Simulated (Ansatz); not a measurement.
NaH:
```cif
data_HNa
_chemical_formula_sum 'Na1 H1'
_space_group_name_H-M_alt 'P 1'
_space_group_IT_number 1
_cell_length_a 3.39017
_cell_length_b 3.39017
_cell_length_c 3.39017
_cell_angle_alpha 60.000
_cell_angle_beta 60.000
_cell_angle_gamma 60.000
loop_
_space_group_symop_operation_xyz
  'x, y, z'
loop_
_atom_site_label
_atom_site_type_symbol
_atom_site_fract_x
_atom_site_fract_y
_atom_site_fract_z
_atom_site_occupancy
Na1 Na 0.00000 0.00000 0.00000 1
H1 H 0.50000 0.50000 0.50000 1
```

Relaxed with r²SCAN.

Problem. Give the optical modes at the zone centre with their infrared and Raman activity from DFPT, r²SCAN in the plane-wave PAW code Ansatz.

Solution. Transverse frequencies, without the LO–TO term; a row sums one degenerate level.

```tsv
ω (cm⁻¹)	degeneracy	IR ((D/Å)²/amu)	Raman (Å⁴/amu)	activity	symmetry
541	3	64.47	0	IR	T1u
```

Problem. How high does the top mode go among those that the LO–TO term moves?

Solution. 933 cm⁻¹ for q along x.

Space group Fm-3m (rock salt). Symmetry was held in the r²SCAN relaxation; phonons on a q-mesh show no instability.

Potentials: the later of the program's two PAW sets.
